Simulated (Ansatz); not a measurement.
A frame of B2P3 from dynamics at 4000 K, with the forces (eV/Å) computed on a k mesh in the last three columns. Computed with Ansatz, DFT PBE, scalar-relativistic, plane waves, PAW.

Plane waves to 420 eV, a k mesh through Γ of 3×3×3 on the computed 25-atom cell and Fermi–Dirac smearing (0.34 eV); no spin polarisation.

```xyz
25
Lattice="7.014 0.070 -0.005 0.070 7.223 0.054 -0.005 0.054 7.245" Properties=species:S:1:pos:R:3:forces:R:3 pbc="T T T"
P     1.864    5.884    6.229    1.050    0.250    0.500
P     3.930    0.512    5.890    0.310   -0.530    0.150
P     4.739    2.916    1.409   -1.160   -0.090    0.130
P     0.971    6.906    0.613    1.710    2.140   -0.800
P     3.332    0.129    2.964   -1.380    5.920    0.550
P     5.302    7.088    1.183    1.060   -2.860   -1.620
P     5.612    1.860    5.796    0.020    0.470    1.820
P     5.149    5.554    4.890    0.090    0.130    1.470
P     0.670    6.434    3.709    2.710   -4.250    1.720
P     6.115    1.732    3.754    1.080    2.930    0.550
P     3.771    5.475    2.645    0.470   -3.240   -1.980
P     2.518    3.195    2.364   -0.460   -0.910   -1.930
P     6.489    3.991    3.020   -0.860   -2.740    0.820
P     3.686    3.982    4.405   -0.650   -0.090   -0.290
P     1.298    3.855    5.975   -1.620   -0.520   -1.060
B     4.348    5.506    7.110    2.810   -0.280   -1.630
B     5.338    4.064    6.806   -2.170    1.810    0.540
B     5.073    1.189    2.388   -1.890    0.490   -0.690
B     3.062    5.138    0.661   -2.110    0.240    1.870
B     0.297    0.638    2.859    1.390    4.630   -2.240
B     6.977    5.708    1.297   -1.480    1.520    1.070
B     6.952    4.149    1.276    0.380   -2.370   -0.910
B     6.621    3.222    7.162    1.860   -0.100   -0.800
B     1.871    1.414    2.043   -0.940   -2.390    1.430
B     7.037    4.956    4.503   -0.230   -0.160    1.350
```

Static pressure 5.4 GPa (no kinetic part), no gap on the mesh.

Counting as bonded all pairs within 1.2 times the summed covalent radii:

```
atom → neighbour mean count mean length (Å) spread (Å)
           B → B        1.20             1.68        0.14
           B → P        2.00             1.99        0.18
           P → B        1.33             1.99        0.18
           P → P        1.33             2.23        0.16
```

Angles between all pairs of such bonds at an atom (mean ± spread): 111 ± 20° at B, 109 ± 20° at P.

Cost: 1 run of about 1.9 core-minutes, on Intel Xeon Processor @ 2.70GHz (shared hosts).